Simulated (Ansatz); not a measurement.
Clean, relaxed (111) surface of Rh, space group Fm-3m (No. 225) (top face towards +c; atoms held fixed, by place in the list: 1, 2, 3, 4, 5, 6, 7, 8):

```xyz
16
Lattice="5.3648 0.0000 0.0000 -2.6824 4.6460 0.0000 0.0000 0.0000 23.5705" Properties=species:S:1:pos:R:3 pbc="T T T"
Rh    1.3412    0.7743    8.5000
Rh    0.0000    3.0974    8.5000
Rh    4.0236    0.7743    8.5000
Rh    2.6824    3.0974    8.5000
Rh    2.6824    1.5487   10.6902
Rh    1.3412    3.8717   10.6902
Rh    0.0000    1.5487   10.6902
Rh   -1.3412    3.8717   10.6902
Rh   -1.3412    2.3230   12.8424
Rh    0.0000    0.0000   12.8424
Rh    1.3412    2.3230   12.8424
Rh    2.6824    0.0000   12.8424
Rh    0.0000    3.0974   15.0160
Rh    1.3412    0.7743   15.0160
Rh    2.6824    3.0974   15.0160
Rh    4.0236    0.7743   15.0160
```

Theory: Ansatz 0.2.0, DFT PBE+D3(BJ), scalar-relativistic, plane waves, PAW. Plane waves to 420 eV, a k mesh through Γ of 6×6×1 on the computed 16-atom cell and Gaussian smearing (0.10 eV); no spin polarisation. A dipole correction removes the field between periodic images along c.

Al(CH₃)₂ is adsorbed on the top face, one adsorbate per 24.9 Å², and relaxed from 2 starting sites (fractions of a and b). E_ads counts from the clean slab and the free adsorbate (spin-polarised where it has unpaired electrons); negative means bound. Heights count from the highest slab atom after relaxation. Δφ is the top face's. Δp counts per cell along +c. Bonded neighbours lie within 1.25 times the sum of covalent radii (1.35 for H) and, on that scale, within 12 % of the closest. With the adsorbate the cell is lengthened along c to keep the vacuum.

```
                            start ends at E_ads (eV) height (Å) shortest contact  Δφ (eV)  Δp (e·Å) whole?
         top (Rh) at (0.33, 0.67) (0.44, 0.97), 3 bonded neighbours (Rh)       -4.12        1.67       C–Rh 2.15 Å    -1.03    +0.141     yes
hollow (Rh-Rh-Rh) at (0.17, 0.33) (0.14, 0.28), 3 bonded neighbours (Rh)       -4.06        1.70       C–Rh 2.16 Å    -1.07    +0.146     yes
```

Among the sites tried, the lowest end comes from the top (Rh) at (0.33, 0.67) start; other sites may lie lower.

Each end is the local minimum or symmetric point that its start leads to. The slab is only 6.6 Å thick, so the energies aren't converged with thickness.